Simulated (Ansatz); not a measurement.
## Zr2Ga: do energies and stresses tell the same story?

All numbers below come from DFT r2SCAN, scalar-relativistic, plane waves, PAW in Ansatz 0.2.0.

Plane waves to 500 eV, a k mesh through Γ of 8×8×8 on the computed 6-atom cell and Gaussian smearing (0.10 eV); no spin polarisation.

Relaxed cell: I4/mcm, a = 6.704 Å, b = 6.704 Å, c = 5.432 Å, α = 90.00°, β = 90.00°, γ = 90.00°, 6 atoms in the primitive cell. Whether it is the stable form of this composition wasn't checked.

Energies at zero smearing and pressures from the stress tensor, at volumes with shape and atoms relaxed:
```csv
V (Å³/atom),E − E(first) (meV/atom),P (GPa)
17.906,0.00,18.13
18.516,-58.16,12.58
19.127,-96.62,7.78
19.737,-117.98,3.62
20.348,-124.53,0.02
20.958,-118.29,-3.11
21.569,-100.97,-5.82
22.383,-63.18,-8.89
```

Check P = −dE/dV between neighbouring volumes, and get the bulk modulus from the pressures alone.

With 1 eV/Å³ = 160.2 GPa:
```json
{"middle V (Å³/atom)": "18.211", "−ΔE/ΔV (GPa)": "15.266", "mean P (GPa)": "15.355"}
{"middle V (Å³/atom)": "18.822", "−ΔE/ΔV (GPa)": "10.093", "mean P (GPa)": "10.179"}
{"middle V (Å³/atom)": "19.432", "−ΔE/ΔV (GPa)": "5.605", "mean P (GPa)": "5.696"}
{"middle V (Å³/atom)": "20.043", "−ΔE/ΔV (GPa)": "1.720", "mean P (GPa)": "1.815"}
{"middle V (Å³/atom)": "20.653", "−ΔE/ΔV (GPa)": "-1.638", "mean P (GPa)": "-1.549"}
{"middle V (Å³/atom)": "21.263", "−ΔE/ΔV (GPa)": "-4.545", "mean P (GPa)": "-4.468"}
{"middle V (Å³/atom)": "21.976", "−ΔE/ΔV (GPa)": "-7.439", "mean P (GPa)": "-7.355"}
```

The two differ by 0.10 GPa at most. The mean of two end pressures misses the average over a step by about ΔV² P″/12, up to 0.07 GPa here; with that taken off 0.05 GPa remains. The stress is the derivative of the free energy, not of the energy at zero smearing, and with free energies 0.01 GPa remains. Around V = 20.348 Å³/atom, the two neighbours give B = −V ΔP/ΔV = 20.348 × 6.73 / 1.221 = 112.2 GPa, against B0 = 111.8 GPa from the Birch–Murnaghan fit of the energies.

Cost: 9 runs of about 29 core-minutes in all, on Arm Neoverse V1 (shared hosts).